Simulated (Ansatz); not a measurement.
Computed properties of MoIr

MoIr:
```
CELL_PARAMETERS angstrom
      2.73566     0.00000     0.00000
      0.00000     2.73566     0.00000
      0.00000     0.00000     3.88330
ATOMIC_POSITIONS crystal
  Ir 0.00000 0.00000 0.00000
  Mo 0.50000 0.50000 0.50000
```

Space group P4/mmm (No. 123), L1₀ or tetragonal B2; conventional cell a = b = 2.7357 Å, c = 3.8833 Å, α = β = γ = 90.00°.

Method: DFT-PBEsol in the program Ansatz with PAW potentials. Structure relaxed to zero pressure with the same functional. Other levels are named where they apply.

Cell and energy:

| Property | Value |
|---|---|
| Volume per atom | 14.53 Å³ |
| Density | 16.47 g/cm³ |
| Formation energy from the elements (no fitted shifts) | -315 meV/atom |

Electronic structure:

| Quantity | Value |
|---|---|
| Electronic character | metallic (no gap) |
| Density of states at the Fermi level | 0.48 states/eV per atom (mean over ±0.08 eV) |
| Gap with spin–orbit coupling | none (metallic) |

Mechanics:

| Quantity | Value |
|---|---|
| Bulk modulus (Birch–Murnaghan fit) | 339 GPa |
| Pressure derivative B′ | 4.6 |
| Elastic constants (relaxed ions, GPa) | C11 = 677, C12 = 99.6, C13 = 237, C33 = 563, C44 = 243, C66 = 102 |
| Mechanical stability | stable (all eigenvalues of C positive) |
| Hill bulk and shear moduli | 340 and 193 GPa |
| Young's modulus | 488 GPa |
| Poisson's ratio | 0.26 |
| Debye temperature from the elastic constants | 465 K |

Phonons:

| Item | Value |
|---|---|
| Highest zone-centre frequency | 169 cm⁻¹ |
| Zone-centre stability | no imaginary mode at Γ |

The start of the workflow was typed in or built on a structure type; neither database checked (COD, Materials Project) lists it. COD files the formula under space group No. 51. Whether it is the stable phase at ambient conditions was not checked. Symmetry was held in the PBEsol relaxation. The run is not spin-polarised. As this level gives no gap, shear constants depend on the k-mesh and smearing (Fermi–Dirac, 0.1 eV here). As this level gives no gap, phonon frequencies hold no LO–TO term and depend on the k-mesh and smearing (Fermi–Dirac, 0.1 eV here). Axis ratios of metals converge slowly with the k-mesh, so a and c are less sure than the volume. The references are the lowest solids computed at this level, not always the standard phases. Scalar-relativistic: spin–orbit coupling is off unless named, which matters more the heavier the elements.

Potentials: the earlier of the program's two PAW sets. The files were generated under PBE; for other functionals the program regenerates the frozen cores, and for LDA and PBEsol the local potential too.
